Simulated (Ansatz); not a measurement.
Fe:
```yaml
crystal:
  lattice:
    - [-1.40233, 1.40233, 1.40233]
    - [1.40233, -1.40233, 1.40233]
    - [1.40233, 1.40233, -1.40233]
  atoms:
    - { symbol: Fe, position: [0.00000, 0.00000, 0.00000], spin: 2.2 }
```

Relaxed with PBE+D3(BJ) in the plane-wave PAW code Ansatz. Indices refer to the conventional cell of Im-3m, a = b = c = 2.805 Å, α = β = γ = 90.00°.

Simulate the powder diffraction pattern (Cu Kα, λ = 1.54184 Å; lines above 1 %) up to 2θ = 90°.

Simulated powder pattern, Cu Kα, λ = 1.54184 Å (kinematic, ideal powder, no thermal factors, no anomalous dispersion; the 30 strongest lines at most, above 1 %, up to 2θ = 90°):

```json
[
 {"2θ (°)": "45.75", "d (Å)": "1.983", "I/Imax (%)": "100", "hkl": "(110)"},
 {"2θ (°)": "66.70", "d (Å)": "1.402", "I/Imax (%)": "14", "hkl": "(200)"},
 {"2θ (°)": "84.64", "d (Å)": "1.145", "I/Imax (%)": "28", "hkl": "(211)"}
]
```

The PBE+D3(BJ) relaxation kept the symmetry of its start. Spin order of the final state: ferromagnetic, chosen from 3 collinear starts compared on coarse meshes (ties went to the first, and starts can fall back to one state), not a proven ground state. Textbook magnetic order: ferromagnetic. The pairwise dispersion correction was not fitted to metals.

Potentials: the later of the program's two PAW sets.
